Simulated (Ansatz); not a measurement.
A relaxation computed with Ansatz, from input to last step.

```yaml
crystal:
  lattice:
    - [-3.2971146605, 3.2971146605, 2.9035722736]
    - [3.2971146605, -3.2971146605, 2.9035722736]
    - [3.2971146605, 3.2971146605, -2.9035722736]
  atoms:
    - { symbol: Zr, position: [0.6702401867, 0.1702401867, 0.8404803734] }
    - { symbol: Zr, position: [0.1702401867, 0.3297598133, 0.5] }
    - { symbol: Zr, position: [0.3297598133, 0.8297598133, 0.1595196266] }
    - { symbol: Zr, position: [0.8297598133, 0.6702401867, 0.5] }
    - { symbol: Rh, position: [0.25, 0.25, 0.0] }
    - { symbol: Rh, position: [0.75, 0.75, 0.0] }
basis:
  ecutwfc: 500
kpoints:
  mp_grid: { grid: [8, 8, 8] }
hamiltonian:
  xc: r2scan
scf:
  occupations: { method: gaussian, width: 0.1 }
output:
  forces: true
  stress: true
  eigenvalues: true
relax:
  adjacent_minimum: "off"
  f_tol: 0.01
  max_steps: 30
  cell: { stress_tol: 0.1, fix: [volume] }
```

```bash
ansatz run input.yaml --threads 1 --pin off --max-ram 2560MiB --backend cpu --events-out ev --progress --plain --runs-dir out
```

These are results of DFT r2SCAN, scalar-relativistic, plane waves, PAW in Ansatz, not measurements.

The volume is held at 1.06 times that of the relaxed cell.

Of 4 frames 3 are shown, positions in Å and forces in eV/Å; the SCF threshold varies from step to step. Steps run on the plane waves of an earlier cell, with a Pulay correction in the pressure. The basis is chosen afresh for the last frame, the zero of the energies, and at times for earlier ones too; energy and pressure can step there, also at an unchanged geometry. Where two frames share a geometry here, they differ by under 2 meV/atom and 0.3 GPa. The mark taken_back stands on steps that the optimiser undid.

```xyz
6
Lattice="-3.2971 3.2971 2.9036 3.2971 -3.2971 2.9036 3.2971 3.2971 -2.9036" Properties=species:S:1:pos:R:3:forces:R:3 pbc="T T T" step=1 free_energy_over_end_meV_per_atom=1.15 pressure_GPa=-6.68
Zr    1.1226    4.4197    0.0000    0.0867    0.0867    0.0000
Zr    2.1745    1.1226    0.0000   -0.0867    0.0867    0.0000
Zr    2.1745   -1.1226    2.9036   -0.0867   -0.0867    0.0000
Zr    1.1226    2.1745    2.9036    0.0867   -0.0867    0.0000
Rh    0.0000    0.0000    1.4518    0.0000    0.0000    0.0000
Rh    0.0000    0.0000    4.3554    0.0000    0.0000    0.0000
6
Lattice="-3.2918 3.2918 2.9129 3.2918 -3.2918 2.9129 3.2918 3.2918 -2.9129" Properties=species:S:1:pos:R:3:forces:R:3 pbc="T T T" step=2 free_energy_over_end_meV_per_atom=1.81 pressure_GPa=-5.53 taken_back
Zr    1.1586    4.4504    0.0000   -0.1317   -0.1317    0.0000
Zr    2.1332    1.1586    0.0000    0.1317   -0.1317    0.0000
Zr    2.1332   -1.1586    2.9129    0.1317    0.1317    0.0000
Zr    1.1586    2.1332    2.9129   -0.1317    0.1317    0.0000
Rh    0.0000    0.0000    1.4565    0.0000    0.0000    0.0000
Rh    0.0000    0.0000    4.3694    0.0000    0.0000    0.0000
6
Lattice="-3.2890 3.2890 2.9179 3.2890 -3.2890 2.9179 3.2890 3.2890 -2.9179" Properties=species:S:1:pos:R:3:forces:R:3 pbc="T T T" step=4 free_energy_over_end_meV_per_atom=0.00 pressure_GPa=-6.14
Zr    1.1366    4.4256    0.0000    0.0074    0.0074    0.0000
Zr    2.1524    1.1366    0.0000   -0.0074    0.0074    0.0000
Zr    2.1524   -1.1366    2.9179   -0.0074   -0.0074    0.0000
Zr    1.1366    2.1524    2.9179    0.0074   -0.0074    0.0000
Rh    0.0000    0.0000    1.4590    0.0000    0.0000    0.0000
Rh    0.0000    0.0000    4.3769    0.0000    0.0000    0.0000
```

The run took 2.4 min on 1 thread of Arm Neoverse V2 (shared host), peak memory 1 GiB.